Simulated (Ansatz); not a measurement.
## ZrC: from a starting cell to a relaxed one

The start is a generated cell, ZrC built in the AFLOW prototype AB_tI8_141_a_b ("40", as in NbP). The cell and all atomic positions are relaxed at zero pressure with PBEsol (plane waves to 420 eV, PAW, scalar-relativistic; Ansatz, an electronic-structure program). The first steps use a coarse 10×10×10 k-mesh.

Starting cell:
```yaml
crystal:
  lattice:
    - [-1.56365, 1.56365, 5.35167]
    - [1.56365, -1.56365, 5.35167]
    - [1.56365, 1.56365, -5.35167]
  atoms:
    - { symbol: Zr, position: [0.75000, 0.25000, 0.50000] }
    - { symbol: Zr, position: [0.00000, 0.00000, 0.00000] }
    - { symbol: C, position: [0.50000, 0.50000, 0.00000] }
    - { symbol: C, position: [0.25000, 0.75000, 0.50000] }
```

### Question
What pressure does the first self-consistent step give?

### Answer
+18 GPa (positive: the cell is compressed).

### Question
How much energy is released per atom?

### Answer
0.06 eV/atom.

### Question
How do the shortest distances between atoms change?

### Answer
The closest pairs of elements (up to four, under 3.6 Å), start → end: C–Zr 2.21 → 2.27 Å; Zr–Zr 3.10 → 3.20 Å; C–C 3.10 → 3.20 Å.

The space group stays I4₁/amd (No. 141) (the run could not lower it); the end is AFLOW prototype AB_tI8_141_a_b ("40", as in NbP), with 4 atoms in the primitive cell. Final values are on a 20×20×20 k-mesh of the relaxed cell. No spin polarisation in the result.

The run could not lower the symmetry of its start; a shaken copy of this end point relaxes with PBEsol to Fm-3m (No. 225), 1.03 eV/atom lower.

The relaxed structure here is a generated cell of ZrC: the first start was made by placing the elements on the sites of a structure type, and the end was not matched to a known phase here, so it may be hypothetical. Known forms of ZrC include space group No. 225.
